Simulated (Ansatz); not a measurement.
**Stress against strain in LaHg**

```yaml
crystal:
  lattice:
    - [3.83700, 0.00000, 0.00000]
    - [0.00000, 3.83700, 0.00000]
    - [0.00000, 0.00000, 3.83700]
  atoms:
    - { symbol: La, position: [0.50000, 0.50000, 0.50000] }
    - { symbol: Hg, position: [0.00000, 0.00000, 0.00000] }
```

Atoms are numbered in the order listed.

The cell is COD entry 1523850, as deposited and not checked against the literature; nothing was relaxed.

Spin–orbit coupling is left out, though it moves levels of the heavy atoms by tenths of an eV or more.

Method: Ansatz 0.2.0, DFT, LDA, all-electron LAPW, scalar-relativistic.

The runs use a Γ-centred 11×11×11 k mesh, Fermi–Dirac smearing of 0.08 eV, basis error target 1 meV/atom, no spin polarisation.

The strain is applied along the Cartesian axes of the cell as listed (the other components stay zero). Fractional coordinates are held (clamped ions).

σ is the change of stress from the unstrained cell, which is at -1.88 GPa; tension is positive, so slopes are stress–strain coefficients at that pressure. In a metal the k mesh adds noise.

Only quantities that a quadratic follows smoothly over the whole series are listed; rougher ones are left out.

```csv
εxx = εyy,σzz (GPa),σxx (GPa)
-0.0200,-2.22,-2.53
0.0000,0.00,0.00
0.0100,0.93,1.10
0.0200,1.75,2.11
```

Task: Fit the series and read off the stiffness at zero strain.

Result: Least-squares fits y = p0 + p1 x + p2 x² to the rows give σzz (GPa): p1 = 99.2, p2 = -580; σxx (GPa): p1 = 116, p2 = -520. So 2 C12 = 99 GPa and C11 + C12 = 116 GPa.

Task: One run, at εxx = εyy = -0.0100, is withheld. Predict its row.

Result: The fits give -1.05, -1.21; the run gave -1.05, -1.21.
